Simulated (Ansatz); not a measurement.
Consider the following.

ScTaPb₂O₆:
```yaml
crystal:
  lattice:
    - [0.00000, 4.06114, 4.06114]
    - [4.06114, 0.00000, 4.06114]
    - [4.06114, 4.06114, 0.00000]
  atoms:
    - { symbol: Sc, position: [0.00000, 0.00000, 0.00000] }
    - { symbol: Ta, position: [0.50000, 0.50000, 0.50000] }
    - { symbol: Pb, position: [0.25000, 0.25000, 0.25000] }
    - { symbol: Pb, position: [0.75000, 0.75000, 0.75000] }
    - { symbol: O, position: [0.25640, 0.25640, 0.74360] }
    - { symbol: O, position: [0.74360, 0.74360, 0.25640] }
    - { symbol: O, position: [0.74360, 0.25640, 0.25640] }
    - { symbol: O, position: [0.25640, 0.74360, 0.74360] }
    - { symbol: O, position: [0.25640, 0.74360, 0.25640] }
    - { symbol: O, position: [0.74360, 0.25640, 0.74360] }
```

This is the HSE06-relaxed structure.

### Question
All from HSE06 (plane waves, PAW; program Ansatz), unless another level is named. Predict the band gap.

### Answer
3.65 eV (direct).

### Question
Give the valence-band maximum.

### Answer
at X.

Space group Fm-3m. The workflow started from a Materials Project entry (that database holds measured and hypothetical structures alike); the Crystallography Open Database copy checked does not list it. Whether it is the stable phase at ambient conditions was not checked. Symmetry was held in the HSE06 relaxation; its stability against distortions is not shown here. No spin polarisation was allowed. The hybrid was solved on a coarse mesh, the path and, where they were found, the r²SCAN edge points; its band edges are the extreme levels among these. Spin–orbit coupling is left out wherever it is not named.

Potentials: the later of the program's two PAW sets.
